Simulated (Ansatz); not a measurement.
**Cr3Si8Mo: relaxed-ion elastic tensor**

All numbers below come from DFT PBE, scalar-relativistic, plane waves, PAW in Ansatz. Settings: 420 eV plane-wave cutoff, Γ-centred 10×10×4 mesh, Fermi-Dirac smearing of 0.15 eV. No spin polarisation.

Relaxed structure:
```
CELL_PARAMETERS angstrom
2.20932 -3.81907 0.00000
2.20932 3.81907 0.00000
0.00000 0.00000 8.81809
ATOMIC_POSITIONS crystal
Cr 0.50000 0.50000 0.74745
Cr 0.00000 0.00000 0.50000
Cr 0.50000 0.50000 0.25255
Si 0.66366 0.33634 0.00000
Si 0.16458 0.83542 0.74458
Si 0.66171 0.33829 0.50000
Si 0.16458 0.83542 0.25542
Si 0.33634 0.66366 0.00000
Si 0.83542 0.16458 0.74458
Si 0.33829 0.66171 0.50000
Si 0.83542 0.16458 0.25542
Mo 0.00000 0.00000 0.00000
```

The structure comes from a generated guess, relaxed at this level; another structure or a mixture of phases may lie lower. In a metal, frequencies and elastic constants depend on the k mesh and the smearing, soft modes and shear constants most.

Q: Give the relaxed-ion elastic constants (GPa, Voigt order xx yy zz yz xz xy, on the Cartesian axes of the cell above).

A:
C11 = 410.9, C12 = 92.3, C13 = 57.1, C22 = 452.9, C23 = 89.6, C33 = 412.7, C44 = 198.6, C55 = 109.9, C66 = 196.1 GPa; the others vanish.

Q: Is the crystal stable against homogeneous strain?

A: Yes: the least eigenvalue of the tensor is 109.9 GPa.

Q: And the moduli of a polycrystal (Hill averages)?

A: B = 194 GPa, G = 166 GPa, E = 388 GPa, ν = 0.17.
